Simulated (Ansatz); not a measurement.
LaTeCl:
```cif
data_Cl2La2Te2
_chemical_formula_sum 'La2 Te2 Cl2'
_space_group_name_H-M_alt 'P4/nmm :1'
_space_group_IT_number 129
_space_group_name_Hall 'P 4ab 2ab -1ab'
_cell_length_a 4.56162
_cell_length_b 4.56162
_cell_length_c 8.31436
_cell_angle_alpha 90.000
_cell_angle_beta 90.000
_cell_angle_gamma 90.000
loop_
_space_group_symop_operation_xyz
  'x, y, z'
  '-y+1/2, x+1/2, z'
  '-x, -y, z'
  'y+1/2, -x+1/2, z'
  'x+1/2, -y+1/2, -z'
  '-y, -x, -z'
  '-x+1/2, y+1/2, -z'
  'y, x, -z'
  '-x+1/2, -y+1/2, -z'
  'y, -x, -z'
  'x+1/2, y+1/2, -z'
  '-y, x, -z'
  '-x, y, z'
  'y+1/2, x+1/2, z'
  'x, -y, z'
  '-y+1/2, -x+1/2, z'
loop_
_atom_site_label
_atom_site_type_symbol
_atom_site_symmetry_multiplicity
_atom_site_Wyckoff_symbol
_atom_site_fract_x
_atom_site_fract_y
_atom_site_fract_z
_atom_site_occupancy
La1 La 2 c 0.50000 0.00000 0.24126 1
Te1 Te 2 c 0.00000 0.50000 0.36124 1
Cl1 Cl 2 a 0.00000 0.00000 0.00000 1
```

Relaxed with r²SCAN.

Task: Which orbitals make up the states near the band edges in r²SCAN in the plane-wave PAW code Ansatz?

Result: Top 1 eV of the valence band: Te 5p 74 %, La 5d 14 %. Bottom 1 eV of the conduction band: La 5d 53 %, La 4f 39 %. Projections are on Löwdin-orthogonalised atomic valence shells; empty p or d shells of many metals are not among them.

Task: Tabulate the density of states.

Result: States/eV per cell of 6 atoms, in 0.25 eV bins, energy from the valence-band maximum.

| E (eV) | total | La 4f | Cl 3p | Te 5p |
|---|---|---|---|---|
| -7.85 | 0.00 | 0.00 | 0.00 | 0.00 |
| -7.60 | 0.00 | 0.00 | 0.00 | 0.00 |
| -7.35 | 0.00 | 0.00 | 0.00 | 0.00 |
| -7.10 | 0.00 | 0.00 | 0.00 | 0.00 |
| -6.85 | 0.00 | 0.00 | 0.00 | 0.00 |
| -6.60 | 0.00 | 0.00 | 0.00 | 0.00 |
| -6.35 | 0.00 | 0.00 | 0.00 | 0.00 |
| -6.10 | 0.00 | 0.00 | 0.00 | 0.00 |
| -5.85 | 0.23 | 0.00 | 0.18 | 0.01 |
| -5.60 | 3.19 | 0.02 | 2.61 | 0.09 |
| -5.35 | 4.58 | 0.03 | 3.78 | 0.11 |
| -5.10 | 4.27 | 0.03 | 3.43 | 0.17 |
| -4.85 | 6.50 | 0.05 | 5.17 | 0.35 |
| -4.60 | 12.09 | 0.10 | 10.06 | 0.31 |
| -4.35 | 1.29 | 0.01 | 1.11 | 0.02 |
| -4.10 | 2.32 | 0.02 | 2.00 | 0.05 |
| -3.85 | 2.28 | 0.02 | 1.98 | 0.05 |
| -3.60 | 2.12 | 0.02 | 1.85 | 0.05 |
| -3.35 | 2.52 | 0.03 | 2.16 | 0.10 |
| -3.10 | 4.60 | 0.05 | 3.51 | 0.54 |
| -2.85 | 3.39 | 0.03 | 1.21 | 1.57 |
| -2.60 | 6.09 | 0.08 | 1.57 | 3.42 |
| -2.35 | 5.49 | 0.08 | 0.50 | 3.80 |
| -2.10 | 1.97 | 0.04 | 0.15 | 1.40 |
| -1.85 | 1.77 | 0.04 | 0.12 | 1.29 |
| -1.60 | 5.92 | 0.13 | 0.30 | 4.28 |
| -1.35 | 7.28 | 0.17 | 0.27 | 5.21 |
| -1.10 | 5.87 | 0.16 | 0.26 | 4.03 |
| -0.85 | 5.43 | 0.18 | 0.20 | 3.98 |
| -0.60 | 3.37 | 0.16 | 0.14 | 2.49 |
| -0.35 | 2.84 | 0.16 | 0.14 | 2.18 |
| -0.10 | 0.60 | 0.03 | 0.04 | 0.47 |
| 0.15 | 0.00 | 0.00 | 0.00 | 0.00 |
| 0.40 | 0.00 | 0.00 | 0.00 | 0.00 |
| 0.65 | 0.00 | 0.00 | 0.00 | 0.00 |
| 0.90 | 0.00 | 0.00 | 0.00 | 0.00 |
| 1.15 | 0.11 | 0.01 | 0.00 | 0.00 |
| 1.40 | 0.38 | 0.07 | 0.00 | 0.01 |
| 1.65 | 0.60 | 0.19 | 0.00 | 0.02 |
| 1.90 | 1.76 | 0.96 | 0.02 | 0.03 |
| 2.15 | 13.28 | 11.50 | 0.04 | 0.04 |

The first step of the workflow began from a Materials Project structure, measured or hypothetical; the Crystallography Open Database copy checked does not list it. Whether it is the stable phase at ambient conditions was not checked. Symmetry was held in the r²SCAN relaxation; its stability against distortions is not shown here. Scalar-relativistic: spin–orbit coupling is off unless named, which matters more the heavier the elements.

Potentials: the later of the program's two PAW sets.
